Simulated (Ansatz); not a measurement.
Relaxed-ion elastic tensor of Nb3Ir (A15 (Cr3Si type), Pm-3n) in GPa (Voigt order), DFT-PBEsol in the program Ansatz with PAW potentials; density 11.70 g/cm³, 16.71 Å³ per atom.

```json
[
 {"": "1", "1": "448", "2": "133", "3": "133", "4": "0.0", "5": "0.0", "6": "0.0"},
 {"": "2", "1": "133", "2": "448", "3": "133", "4": "0.0", "5": "0.0", "6": "0.0"},
 {"": "3", "1": "133", "2": "133", "3": "448", "4": "0.0", "5": "0.0", "6": "0.0"},
 {"": "4", "1": "0.0", "2": "0.0", "3": "0.0", "4": "82.3", "5": "0.0", "6": "0.0"},
 {"": "5", "1": "0.0", "2": "0.0", "3": "0.0", "4": "0.0", "5": "82.3", "6": "0.0"},
 {"": "6", "1": "0.0", "2": "0.0", "3": "0.0", "4": "0.0", "5": "0.0", "6": "82.3"}
]
```

Q: Is the crystal mechanically stable?

A: Yes: the smallest eigenvalue of C is 82.3 GPa.

Q: Work out the Voigt, Reuss and Hill averages.

A: K_V = 238, K_R = 238, K_H = 238; G_V = 112, G_R = 102, G_H = 107 GPa.

Q: Give Young's modulus, Poisson's ratio, Pugh's ratio and the universal anisotropy index.

A: E = 9KG/(3K + G) = 279 GPa; ν = 0.30; K/G = 2.22 (ductile by the Pugh limit of 1.75); A_U = 5G_V/G_R + K_V/K_R − 6 = 0.52.

Q: Estimate the sound speeds and the Debye temperature.

A: v_l = √((K + 4G/3)/ρ) = 5700 m/s, v_t = √(G/ρ) = 3030 m/s, mean 3380 m/s; Θ = (h/k)(3n/4πV)^(1/3) v_m = 394 K.

Q: Give the Zener ratio and Young's modulus along [100], [110] and [111].

A: A = 2C44/(C11 − C12) = 0.52; 1/E = S11 − 2(S11 − S12 − S44/2)Γ with Γ = 0, 1/4, 1/3 gives 387, 248, 221 GPa.

The workflow started from a Materials Project entry (that database holds measured and hypothetical structures alike); the Crystallography Open Database files this formula in space group No. 223, but the cells were not matched. Whether it is the stable phase at ambient conditions was not checked. The PBEsol relaxation kept the symmetry of its start; of distortions, only those at the zone centre were tested. The run is not spin-polarised. As this level gives no gap, shear constants depend on the k-mesh and smearing (Fermi–Dirac, 0.1 eV here). Spin–orbit coupling is left out wherever it is not named.

Potentials: the later of the program's two PAW sets.
